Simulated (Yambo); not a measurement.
G0W0@PBEsol for AgP$_{2}$ (space group P2_1/c, No. 14) in Yambo (2×2×2 mesh, 6 Ry block, plasmon pole, screening fixed), without a terminator:

```
bands N in G  gap (-0.5, 0, 0) → (-0.5, 0, 0) (eV)  shift of the valence edge (eV)
------------  ------------------------------------  ------------------------------
119                                          1.061                           0.437
181                                          1.010                           0.103
263                                          1.018                          -0.068
```

Q: Extrapolate both columns to infinite N with E(N) = E∞ + A/N, test the form, and compare with the terminator.

A: From two points, E∞ = (N2 E2 − N1 E1)/(N2 − N1). The two largest N give 1.04 eV for the gap and -0.45 eV for the shift; the two smallest give 0.91 eV and -0.54 eV. For the gap the slopes A are 18 and -4.6 eV: the form isn't reached, and its limit is uncertain. For the shift the slopes A are 120 and 99 eV: the 1/N form holds. With the Bruneval-Gonze terminator and 263 bands the run gives 1.05 eV and -0.25 eV, 0.01 eV and 0.20 eV from the extrapolated values: the terminator too is an estimate of the remainder. Block, mesh and the bands in W are held fixed.

Spin-orbit coupling is not included.

Geometry of the Materials Project entry, not relaxed at this level; primitive cell a = 6.211 Å, b = 5.075 Å, c = 7.832 Å, α = 90.00°, β = 113.47°, γ = 90.00°.

A shift is the quasiparticle energy of the state minus its PBEsol energy.
